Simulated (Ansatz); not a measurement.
HfRh (CsCl type, space group No. 221) under volume change, plane-wave PAW PBEsol (Ansatz code), scaled uniformly.

| V (Å³/atom) | E − E(relaxed) (meV/atom) | P (GPa) |
|---|---|---|
| 15.362 | 96.7 | 22.18 |
| 15.869 | 40.6 | 13.56 |
| 16.375 | 9.6 | 6.24 |
| 16.882 | 0.0 | 0.00 |
| 17.388 | 8.6 | -5.32 |
| 17.894 | 32.8 | -9.86 |
| 18.401 | 70.3 | -13.74 |

**Question.** What does a third-order Birch–Murnaghan fit give for V₀, B₀ and B′?

**Answer.** V₀ = 16.88 Å³/atom, B₀ = 192 GPa, B′ = 4.3.

Space group Pm-3m (CsCl type). The workflow started from an entry of the Crystallography Open Database (COD). Whether it is the stable phase at ambient conditions was not checked. The cell was relaxed with PBEsol under the symmetry of its start; its stability against distortions is not shown here. No spin polarisation was allowed. Scalar-relativistic: spin–orbit coupling is off unless named, which matters more the heavier the elements.

Potentials: the later of the program's two PAW sets.
